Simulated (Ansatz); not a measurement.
Os (fcc, Cu type), conventional cell a = b = c = 3.821 Å, α = β = γ = 90.00°. The calculation uses the primitive cell of 1 atom, to which meshes and values per cell refer.

E(V) scan at fixed shape, V₀ the volume above. Symmetry pins the atoms to their sites.

These are PBEsol (plane waves to 420 eV, PAW, scalar-relativistic; Ansatz, a program for electronic structure) values and carry that method's errors. k mesh 21×21×21 (Γ-centred), Fermi-Dirac smearing 0.05 eV. Energies are smeared free energies. Os is run without spin polarisation. Os was relaxed with its symmetry unable to fall. Spin-orbit coupling is left out, though Os is heavy. This is one of several known forms of Os; the measured ambient cells at hand have space group No. 194. ΔE is measured from the relaxed starting cell.

```json
[
 {"V (Å³/atom)": "11.711", "ΔE (meV/atom)": "657"},
 {"V (Å³/atom)": "12.083", "ΔE (meV/atom)": "[?]"},
 {"V (Å³/atom)": "12.454", "ΔE (meV/atom)": "260"},
 {"V (Å³/atom)": "12.826", "ΔE (meV/atom)": "138"},
 {"V (Å³/atom)": "13.198", "ΔE (meV/atom)": "[?]"},
 {"V (Å³/atom)": "13.570", "ΔE (meV/atom)": "14"},
 {"V (Å³/atom)": "13.942", "ΔE (meV/atom)": "0"},
 {"V (Å³/atom)": "14.313", "ΔE (meV/atom)": "12"},
 {"V (Å³/atom)": "14.685", "ΔE (meV/atom)": "[?]"},
 {"V (Å³/atom)": "15.057", "ΔE (meV/atom)": "102"},
 {"V (Å³/atom)": "15.429", "ΔE (meV/atom)": "173"},
 {"V (Å³/atom)": "15.800", "ΔE (meV/atom)": "258"},
 {"V (Å³/atom)": "16.172", "ΔE (meV/atom)": "354"}
]
```

Problem. Fill in the missing entries.

Solution. 
- 12.083, ΔE (meV/atom): 430
- 13.198, ΔE (meV/atom): 58
- 14.685, ΔE (meV/atom): 48

(Under strain, the slope of the energy per volume gives the stress and its curvature an elastic modulus.)
